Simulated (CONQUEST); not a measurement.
Energy against volume for BaTiO3 (Amm2, 10 atoms in the cell; from Materials Project mp-5777): the cell is scaled uniformly, and the atoms keep their fractional positions.

```yaml
crystal:
  lattice:
    - [3.98333, 0.00000, 0.00000]
    - [0.00000, 5.72519, 0.00000]
    - [0.00000, 0.00000, 5.75068]
  atoms:
    - { symbol: Ba, position: [0.00000, 0.50000, 0.50341] }
    - { symbol: Ba, position: [0.00000, 0.00000, 0.00341] }
    - { symbol: Ti, position: [0.50000, 0.50000, 0.01850] }
    - { symbol: Ti, position: [0.50000, 0.00000, 0.51850] }
    - { symbol: O, position: [0.50000, 0.74354, 0.23489] }
    - { symbol: O, position: [0.50000, 0.25646, 0.23489] }
    - { symbol: O, position: [0.00000, 0.50000, 0.98820] }
    - { symbol: O, position: [0.50000, 0.24354, 0.73489] }
    - { symbol: O, position: [0.50000, 0.75646, 0.73489] }
    - { symbol: O, position: [0.00000, 0.00000, 0.48820] }
```

Method: LDA (PW92), numerical atomic orbitals double-zeta with polarisation (the shipped basis), PseudoDojo norm-conserving potentials made for LDA in CONQUEST.

Held fixed: basis = DZP; Diag.MPMeshX, Y, Z = 3 3 3; potentials = PseudoDojo norm-conserving LDA; Grid.GridCutoff = 175 Ha; DM.SolutionMethod = diagon; Diag.kT = 0.001837 Ha; Diag.GammaCentred = true; minE.SCTolerance = 1.0e-06; SC.MaxIters = 100; SC.LinearMixingFactor = 0.3; AtomMove.TypeOfRun = static.

The program uses no crystal symmetry, so grid and mesh can part values that symmetry would make equal. The atom-centred basis is finite, which shifts total energies, pressures and forces against plane waves. The structure comes from a collection of computed structures, made at another level of theory; the collection holds predicted forms beside known ones.

```csv
V (Å³/atom),V/V(base),"ΔF (meV/atom, from the lowest row)",pressure (GPa)
12.328,0.940,2.9,4.11
12.590,0.960,0.0,-0.36
12.852,0.980,3.5,-3.58
12.983,0.990,7.4,-5.61
13.115,1.000,12.6,-7.25
13.246,1.010,19.2,-8.86
13.377,1.020,27.1,-10.43
13.639,1.040,46.2,-12.91
13.901,1.060,69.4,-15.28
```

**Question.** Estimate the equilibrium volume and the bulk modulus from these points.

**Answer.** A third-order Birch-Murnaghan fit gives V0 = 12.58 Å³/atom and B0 = 189 GPa (largest residual 0.08 meV/atom). V0 and B0 belong to these fixed fractional positions and this cell shape; relaxing them, where they are free, usually lowers B0.
